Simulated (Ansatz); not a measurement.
Calculated 14N nuclear quadrupole resonance for Si3N4

Cell: an entry of the Crystallography Open Database (COD; perhaps a calculated or model structure), its atoms then relaxed with PBE in this cell.

```cif
data_Si3N4
_symmetry_space_group_name_H-M 'Fd-3m:1'
_symmetry_Int_Tables_number 227
_cell_length_a 7.6765
_cell_length_b 7.6765
_cell_length_c 7.6765
_cell_angle_alpha 90.000
_cell_angle_beta 90.000
_cell_angle_gamma 90.000
loop_
_atom_site_label
_atom_site_type_symbol
_atom_site_symmetry_multiplicity
_atom_site_Wyckoff_symbol
_atom_site_fract_x
_atom_site_fract_y
_atom_site_fract_z
Si1 Si 16 d 0.1250 0.1250 0.6250
Si5 Si 8 a 0.5000 0.5000 0.0000
N N 32 e 0.8822 0.8822 0.3822
```

One atom of each set is listed; the run and its k-mesh use a cell of 14 atoms with edges of 5.43, 5.43, 5.43 Å.

Method: Kohn–Sham DFT in Ansatz, PBE, plane waves and PAW, scalar-relativistic, 420 eV cutoff, Γ-centred 6×6×6 k-points, Fermi–Dirac smearing 0.02 eV.

14N: I = 1, Q = 20.44 mb (year-2017 value). Static lattice, zero field.

(1) At which frequencies do the 14N NQR lines lie?

Answers

(1) For I = 1 the lines are ν± = (3/4)|C_Q|(1 ± η/3) and ν₀ = |C_Q|η/2.

```csv
site,atoms,V_zz (10²¹ V/m²),C_Q (MHz),η,line frequencies (MHz)
N,8,2.79,1.38,0.00,1.04
```

An axis of threefold or higher order runs through N, so V_zz lies along it and η is zero.

At this cell the PBE pressure is 14 GPa, so with PBE the cell would grow if it were relaxed. The entry's cell may itself be off.
